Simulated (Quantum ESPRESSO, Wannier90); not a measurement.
**Wannier functions of SiO2 (P3₁21)**

```xyz
9
Lattice="4.9150 0.0000 0.0000 -2.4575 4.2565 0.0000 0.0000 0.0000 5.4313" Properties=species:S:1:pos:R:3 pbc="T T T"
Si    -1.1523    -1.9959     0.0000
Si     2.3047     0.0000     1.8104
Si    -1.1523     1.9959    -1.8104
O      0.3073     1.7596    -1.1683
O     -1.6775    -0.6137     0.6421
O      1.3702    -1.1459     2.4525
O      1.3702     1.1459     1.1683
O      0.3073    -1.7596    -0.6421
O     -1.6775     0.6137    -2.4525
```

Materials Project entry mp-7000; symmetrised, unrelaxed at this level. COD (Crystallography Open Database) has the formula in 34 space groups, this one among them (matched by group alone). Level: PBEsol, no spin polarisation, no spin-orbit coupling; pw.x of Quantum ESPRESSO at 68 Ry with PseudoDojo potentials, 6×6×4 k-points, Wannier90. Density: 12×12×6 mesh, cold smearing 0.01 Ry.

Bands 1-6 form an isolated set from -19.27 to -17.02 eV relative to the valence-band maximum (on the path) and are turned into 6 Wannier functions by minimising the spread from the start: atomic waves O 2s.

Centres (Cartesian, Å; one of the equivalent choices) and spreads:

```
n       x       y       z  spread (Å²)  nearest atom
-  ------  ------  ------  -----------  ------------
1   0.262   1.830  -1.121        0.568            O4
2  -1.716  -0.688   0.690        0.568            O5
3   1.454  -1.142   2.500        0.568            O6
4   1.454   1.142   1.121        0.568            O7
5   0.262  -1.830  -0.690        0.568            O8
6  -1.716   0.688  -2.500        0.568            O9
```

Ω_I = 3.40 Å², Ω_total = 3.41 Å²; the interpolated bands follow pw.x to 0.0 meV rms on the path. Only this start was tried; a symmetric start can stop on a saddle, and mixtures of these functions could lower the total by at most Ω_total − Ω_I.
